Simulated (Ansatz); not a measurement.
Consider the following.

Ti2C:
Space group Fd-3m, origin choice 1 (No. 227); a = b = c = 8.620 Å, α = β = γ = 90.00°

```json
[
 {"atom": "Ti", "site": "32e", "symmetry": ".3m", "x": "0.3813", "y": "0.3813", "z": "0.3813"},
 {"atom": "C", "site": "16d", "symmetry": ".-3m", "x": "0.6250", "y": "0.6250", "z": "0.6250"}
]
```
(The calculation used a cell of 12 atoms; values per cell refer to that cell.)

This is the r²SCAN-relaxed structure.

All from plane-wave PAW r²SCAN (Ansatz code), unless another level is named. Give the electronic character.

metallic (no gap).

Give the density of states at the Fermi level.

0.37 states/eV per atom (mean over ±0.08 eV).

Give the formation energy from the elements (no fitted shifts).

-0.75 eV/atom.

The workflow started from a Materials Project entry (that database holds measured and hypothetical structures alike); the Crystallography Open Database copy checked does not list it. Whether it is the stable phase at ambient conditions was not checked. Symmetry was held in the r²SCAN relaxation; of distortions, only those at the zone centre were tested. No spin polarisation was allowed. The references are the lowest solids computed at this level, not always the standard phases.

Potentials: the later of the program's two PAW sets.
